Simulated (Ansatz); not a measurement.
These are results of DFT PBE, scalar-relativistic, plane waves, PAW in Ansatz 0.2.0, not measurements. All cells share a 420 eV cutoff and Γ-centred k meshes spaced at most about 0.3 Å⁻¹ (about 0.25 or finer for metals, 2π included). Collinear spin in cells that started with moments and kept them past the coarse steps, no spin elsewhere.

These are static total energies at zero pressure. All come from trial cells, and lower structures may exist.

**Question.** Order these relaxed structures of Ti₅W by energy, lowest first, with the energy over the lowest of them.
A.

```
Ti W
1.0
     1.56258   -2.32676    0.00000
     1.56258    2.32676    0.00000
     0.00000    0.00000   13.98880
Ti W
5 1
Cartesian
  0.0000 0.0000 11.6239
  1.5626 0.0000 9.2015
  1.5626 0.0000 4.7873
  0.0000 0.0000 2.3649
  1.5626 0.0000 0.0000
  0.0000 0.0000 6.9944
```

B.

```
Ti W
1.0
     2.83161    0.00000    0.00000
    -1.21110    5.27607    0.00000
    -0.18859   -0.05712   13.63010
Ti W
10 2
Direct
  0.77153 0.99358 0.17032
  0.48729 0.47558 0.16139
  0.18261 0.75524 0.33664
  0.80332 0.24460 0.34305
  0.19668 0.75540 0.65695
  0.81739 0.24476 0.66336
  0.22847 0.00642 0.82968
  0.51271 0.52442 0.83861
  0.13991 0.75830 0.00800
  0.86009 0.24170 0.99200
  0.00000 0.00000 0.50000
  0.50000 0.50000 0.50000
```

**Answer.** B (0 meV/atom), A (45 meV/atom). Forms: B P-1; A Ti and W ordered on bcc sites, Cmmm. Counting all near atoms (those within 1.25 times the shortest distance at each site; a plus sign parts nearer from farther groups; a slash parts the counts of unlike sites): B has Ti 11/12/13, W 8+4/14; A has Ti 14/8+6, W 8+6.

Spin–orbit coupling, which can matter for W, is left out. Cells relaxed within their symmetry can be saddle points. The P-1 cell of Ti5W came from shaking the Cmmm one. Some types were kept out of the candidates beforehand, so the set may lack a known form.
